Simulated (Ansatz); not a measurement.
TlCo, a known structure type with other elements, at an estimated volume

```xyz
4
Lattice="3.7870 0.0000 0.0000 1.8935 -5.2114 0.0000 0.0000 0.0000 -4.3192" Properties=species:S:1:pos:R:3 pbc="T T T"
Co    1.8935   -4.4568   -1.0798
Co    3.7870   -0.7546   -3.2394
Tl    1.8935   -1.4406   -1.0798
Tl    3.7870   -3.7708   -3.2394
```

Method: r2SCAN, no spin polarisation; PAW, plane waves to 500 eV, 7×7×6 Γ-centred mesh, methfessel-paxton occupations (width 0.0412 eV) (Ansatz 0.2.0), atoms fixed.

Q: Where is the largest force?

A: The largest is on Co1 (and as large on other atoms): 0.74 eV/Å, components (0.00, -0.74, 0.00). It makes 55° with the line to a nearest neighbour, Co2 at 2.63 Å.

Q: Is the cell too large or too small?

A: The pressure is -14.0 GPa (compression positive), so with the atoms held at these fractions the cell would first shrink. The principal stresses -16.3, -15.2, -10.4 GPa differ, so its shape would change too.

Q: Metal or insulator?

A: It is a metal, with about 10 states/eV a cell as the mean within 0.25 eV of the Fermi level, mostly Co d (92 %).

Q: Give the Bader charges.

A: Bader charges in e: Tl +0.04, Co -0.04. In the mean Tl gives up most and Co takes most.

Origin: a known structure type with other elements, at an estimated volume, so it need not be a known compound. Caveats: no spin polarisation, so a magnetic state may lie lower.
